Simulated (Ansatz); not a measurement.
# Na3ZnPCO7 — ¹⁷O nuclear quadrupole resonance

Cell: a Materials Project structure (computed, not necessarily an observed phase), atoms as given.

```cif
data_Na3ZnPCO7
_symmetry_space_group_name_H-M 'P2_1'
_symmetry_Int_Tables_number 4
_cell_length_a 5.3119
_cell_length_b 6.6023
_cell_length_c 8.9947
_cell_angle_alpha 90.000
_cell_angle_beta 90.947
_cell_angle_gamma 90.000
loop_
_atom_site_label
_atom_site_type_symbol
_atom_site_symmetry_multiplicity
_atom_site_Wyckoff_symbol
_atom_site_fract_x
_atom_site_fract_y
_atom_site_fract_z
Na1 Na 2 a 0.0069 0.5117 0.0021
Na2 Na 2 a 0.4455 0.8087 0.1686
Na3 Na 2 a 0.4961 0.5090 0.4883
Zn Zn 2 a 0.0170 0.2598 0.2991
P P 2 a 0.9802 0.7601 0.3460
C C 2 a 0.4916 0.2594 0.1512
O13 O 2 a 0.3269 0.2561 0.0421
O14 O 2 a 0.7328 0.2576 0.1196
O15 O 2 a 0.0680 0.9476 0.2532
O16 O 2 a 0.0601 0.5717 0.2528
O17 O 2 a 0.4208 0.2605 0.2877
O18 O 2 a 0.6950 0.7671 0.3704
O19 O 2 a 0.1294 0.7561 0.4980
```

One atom of each set is listed.

The numbers come from a DFT calculation in Ansatz (PBE, plane waves and PAW, scalar-relativistic, 420 eV cutoff, Γ-centred 4×3×3 k-points, Fermi–Dirac smearing 0.02 eV).

¹⁷O: I = 5/2, Q = -25.58 mb (year-2017 value). Static lattice, zero field.

(1) At which frequencies do the ¹⁷O NQR lines lie?

Results:

(1) For I = 5/2 and η = 0 the lines are 3|C_Q|/20 and twice that; η pulls their ratio below 2. At large η the states mix, and weaker lines appear at sums of the main ones; lines under 5 % of the strongest are left out.

| site | atoms | V_zz (10²¹ V/m²) | C_Q (MHz) | η | line frequencies (MHz) |
| --- | --- | --- | --- | --- | --- |
| O13 | 2 | 12.32 | -7.62 | 0.92 | 1.91, 2.04, 3.95 |
| O14 | 2 | 12.46 | -7.70 | 0.43 | 1.37, 2.23 |
| O15 | 2 | 9.15 | -5.66 | 0.38 | 0.975, 1.65 |
| O16 | 2 | 9.15 | -5.66 | 0.42 | 0.996, 1.65 |
| O17 | 2 | 11.69 | -7.23 | 0.69 | 1.54, 2.02 |
| O18 | 2 | 8.39 | -5.19 | 0.01 | 0.779, 1.56 |
| O19 | 2 | 9.64 | -5.96 | 0.42 | 1.05, 1.73 |

At O15, O16 and O18 V_zz points along its shortest bond, to P (within 9°) in each case. At O14 V_zz points along its shortest bond, to C (within 4°). At O17 V_zz points along the shorter of its two bonds, to C (within 6°).

The largest force is 0.5 eV/Å, so the atoms aren't at the calculated equilibrium and relaxing them would move these values.
